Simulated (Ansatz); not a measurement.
Si2Rh:
```xyz
6
Lattice="1.8836 -6.8418 0.0000 1.8836 6.8418 0.0000 0.0000 0.0000 3.5511" Properties=species:S:1:pos:R:3 pbc="T T T"
Si     1.8836    -6.0363     2.6633
Si     1.8836     6.0363     0.8878
Si     1.8836     3.4919     2.6633
Si     1.8836    -3.4919     0.8878
Rh     1.8836    -1.8971     2.6633
Rh     1.8836     1.8971     0.8878
```

Relaxed with PBE. Special points in fractions of this cell's reciprocal vectors: Γ (0.000, 0.000, 0.000); Y (-0.500, 0.500, 0.000); C0 (-0.269, 0.731, 0.000); Σ0 (0.269, 0.269, 0.000); Z (0.000, 0.000, 0.500); A0 (0.269, 0.269, 0.500); E0 (-0.269, 0.731, 0.500); T (-0.500, 0.500, 0.500); S (0.000, 0.500, 0.000); R (0.000, 0.500, 0.500).

Task: List the band energies nearest the Fermi level at these points for PBE in the plane-wave PAW code Ansatz.

Result: In eV from the Fermi level; about four levels below and three above (degenerate sets whole), none deeper than 8.9 eV; points with the same levels are listed once.

```json
[
 {"k": "Γ", "below": "-1.80 -0.87 -0.56 -0.50", "above": "1.02 1.41 2.13"},
 {"k": "Y", "below": "-2.48 -2.20 -2.01 -0.67", "above": "0.04 1.22 1.76"},
 {"k": "C0", "below": "-2.80 -2.62 -2.51 -1.49", "above": "0.05 0.41 1.94"},
 {"k": "Z", "below": "-2.87 -2.87 -1.92 -1.92", "above": "1.04 1.04 1.99 1.99"},
 {"k": "A0", "below": "-1.76 -1.76 -1.33 -1.33", "above": "0.88 0.88 1.36 1.36"},
 {"k": "T", "below": "-2.71 -2.71 -1.93 -1.93", "above": "1.01 1.01 1.64 1.64"},
 {"k": "S", "below": "-2.87 -2.57 -2.56 -1.55", "above": "0.41 0.51 1.42"},
 {"k": "R", "below": "-1.80 -1.80 -1.25 -1.25", "above": "0.75 0.75 1.36 1.36"}
]
```

Space group Cmcm. The cell is a constructed one: a structure type filled with these elements; neither database checked (COD, Materials Project) lists it. Whether it is the stable phase at ambient conditions was not checked. The cell was relaxed with PBE under the symmetry of its start; whether a distortion lowers the energy is not shown. No spin polarisation was allowed. Spin–orbit coupling is left out wherever it is not named.

Potentials: the later of the program's two PAW sets.
